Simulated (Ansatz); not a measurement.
What DFT gives for Rb$_{2}$HgPdCl$_{6}$

```yaml
crystal:
  lattice:
    - [0.00000, 7.45919, 0.00000]
    - [7.45919, 0.00000, 0.00000]
    - [3.72960, 3.72960, -5.45689]
  atoms:
    - { symbol: Pd, position: [0.00000, 0.00000, 0.00000] }
    - { symbol: Hg, position: [0.50000, 0.50000, 0.00000] }
    - { symbol: Cl, position: [0.28800, 0.28800, 0.42400] }
    - { symbol: Cl, position: [0.71200, 0.71200, 0.57600] }
    - { symbol: Rb, position: [0.75000, 0.25000, 0.50000] }
    - { symbol: Rb, position: [0.25000, 0.75000, 0.50000] }
    - { symbol: Cl, position: [0.21800, 0.21800, 0.00000] }
    - { symbol: Cl, position: [0.21800, 0.78200, 0.00000] }
    - { symbol: Cl, position: [0.78200, 0.78200, 0.00000] }
    - { symbol: Cl, position: [0.78200, 0.21800, 0.00000] }
```

The numbers come from plane-wave PAW DFT (Ansatz): PBE, no spin polarisation, 420 eV, 5×5×5 Γ-centred k points, fermi-dirac occupations (width 0.1213 eV). Nothing was relaxed.

(1) What does the stress say?

(2) Where is the largest force?

(3) Metal or insulator? Give the gap.

(4) What is the character of the valence top and the conduction bottom?

(5) Which element gives electrons and which takes them?

Origin: a known structure type with other elements, at an estimated volume, so it need not be a known compound. Caveats: no spin-orbit coupling, which can shift this gap by tenths of an eV.

## Answers

(1) The pressure is 1.1 GPa (compression positive), so with the atoms held at these fractions the cell would first expand.

(2) The largest is on Cl3 (and as large on other atoms): 0.49 eV/Å, components (0.00, 0.00, -0.49). It makes 180° with the line to a nearest neighbour, Hg2 at 2.31 Å, pointing away from it.

(3) The gap is 1.42 eV, indirect (the least direct gap found is 1.53 eV). A semilocal functional usually gives too small a gap.

(4) Within 0.7 eV of the edges, the states project mainly on Pd d (61 %) and Cl p (35 %) below the gap and on Cl p (48 %) and Pd d (38 %) above it.

(5) Bader charges in e: Rb +0.90, Hg +0.80, Pd +0.63, Cl -0.56 to -0.49. In the mean Rb gives up most and Cl takes most.
